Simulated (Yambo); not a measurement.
NaTaO$_{3}$ (space group P4/mbm, No. 127): a test of whether the lowest BSE state is resolved, against the k mesh (Yambo, LDA bands; otherwise 18 valence and 8 conduction bands, static screening with 84 bands and a 3 Ry block, scissor 1.82 eV, Tamm-Dancoff).

```tsv
k mesh	direct gap (eV)	lowest state (eV)	difference (eV)	k points taking part	rough cost
2×2×2	4.49	3.94	0.55	1.0	about 1/30
2×2×4	4.49	3.97	0.53	1.2	about 1/20
4×4×4	4.49	4.13	0.37	1.1	within a factor of two
4×4×6	4.49	4.15	0.35	1.4	1
```

The last step moves the difference by 0.02 eV. Even the densest mesh doesn't resolve the state: none of these energies is a result, and the difference is no binding energy.

These are vertical excitations (zero momentum); the indirect quasiparticle gap, about 4.01 eV, is smaller than the direct one (4.49 eV on the GW mesh). The scissor comes from a G0W0 run whose convergence isn't established; costs are rough.

Spin-orbit coupling is left out, which matters for elements this heavy: edges can move by tenths of an eV.

Geometry of the Materials Project entry, not relaxed at this level; primitive cell a = b = 5.4771 Å, c = 3.9591 Å, α = β = γ = 90.00°.

This is not the ordinary phase of the substance.
